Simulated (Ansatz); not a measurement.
Relaxed-ion elastic tensor of SiO₂ in space group P3_121 (No. 152; Si on 3b, O on 6c) in GPa (Voigt order), PBEsol in the plane-wave PAW code Ansatz; density 2.59 g/cm³, 12.82 Å³ per atom.

```tsv
	1	2	3	4	5	6
1	76.0	4.8	8.5	-17.7	0.0	0.0
2	4.8	76.0	8.5	17.7	0.0	0.0
3	8.5	8.5	93.4	0.0	0.0	0.0
4	-17.7	17.7	0.0	53.3	0.0	0.0
5	0.0	0.0	0.0	0.0	53.3	-17.7
6	0.0	0.0	0.0	0.0	-17.7	35.6
```

Question: Is the crystal mechanically stable?

Answer: Yes: the smallest eigenvalue of C is 24.7 GPa.

Question: Work out the Voigt, Reuss and Hill averages.

Answer: K_V = 32.1, K_R = 31.7, K_H = 31.9; G_V = 43.3, G_R = 36.2, G_H = 39.7 GPa.

Question: Give Young's modulus, Poisson's ratio, Pugh's ratio and the universal anisotropy index.

Answer: E = 9KG/(3K + G) = 84.2 GPa; ν = 0.06; K/G = 0.80 (brittle by the Pugh limit of 1.75); A_U = 5G_V/G_R + K_V/K_R − 6 = 1.00.

Question: Estimate the sound speeds and the Debye temperature.

Answer: v_l = √((K + 4G/3)/ρ) = 5720 m/s, v_t = √(G/ρ) = 3910 m/s, mean 4260 m/s; Θ = (h/k)(3n/4πV)^(1/3) v_m = 542 K.

Question: How much does each axis shrink under pressure?

Answer: Linear compressibilities β_i = Σ_j S_ij (j = 1 to 3): x 11, y 11, z 8.6 per TPa.

The PBEsol relaxation kept the symmetry of its start.

Potentials: the later of the program's two PAW sets.
